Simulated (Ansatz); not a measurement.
Structure optimisation: tin, bcc

These are results of DFT, BLYP, plane waves (420 eV) with PAW, scalar-relativistic (Ansatz), not measurements. The PAW files were generated under PBE, with cores re-solved for the functional.

k-point mesh 12×12×12, Fermi-Dirac smearing 0.1 eV, no spin polarisation. Cell and atoms relax.

Starting structure:

```yaml
crystal:
  lattice:
    - [-1.9137253733, 1.9137253733, 1.9137253733]
    - [1.9137253733, -1.9137253733, 1.9137253733]
    - [1.9137253733, 1.9137253733, -1.9137253733]
  atoms:
    - { symbol: Sn, position: [0.0, 0.0, 0.0] }
hamiltonian:
  xc: blyp
  pseudopotentials:
    kind: paw
    azcp:
      Sn: "pseudopotentials/Sn.paw.azcp"
basis:
  ecutwfc: 420
  fft_grid_basis: typed
kpoints:
  mp_grid: { grid: [12, 12, 12], shift: [0, 0, 0] }
magnetization:
  spin_polarized: false
scf:
  occupations: { method: fermi_dirac, width: 0.1 }
relax:
  max_steps: 60
  f_tol: 0.01
  cell: {}
```

Question: What cell does the relaxation end in?

Answer: Im-3m with a = 3.940 Å; 30.57 Å³ per atom against 28.03 at the start (9.1 %).

Question: How much energy does the relaxation gain?

Answer: 27.2 meV per atom.

Path of the relaxation (the plane waves are chosen anew near the end, which can shift the energy a little):

| step | E − E(final) (meV/atom) | V (Å³/atom) | P (GPa) | max force (eV/Å) |
| --- | --- | --- | --- | --- |
| 0 | 27.23 | 28.035 | 3.69 | 0.000 |
| 1 | 0.57 | 30.355 | 0.29 | 0.000 |
| 2 | 0.37 | 30.575 | 0.04 | 0.000 |
| 3 | 0.00 | 30.575 | 0.04 | 0.000 |
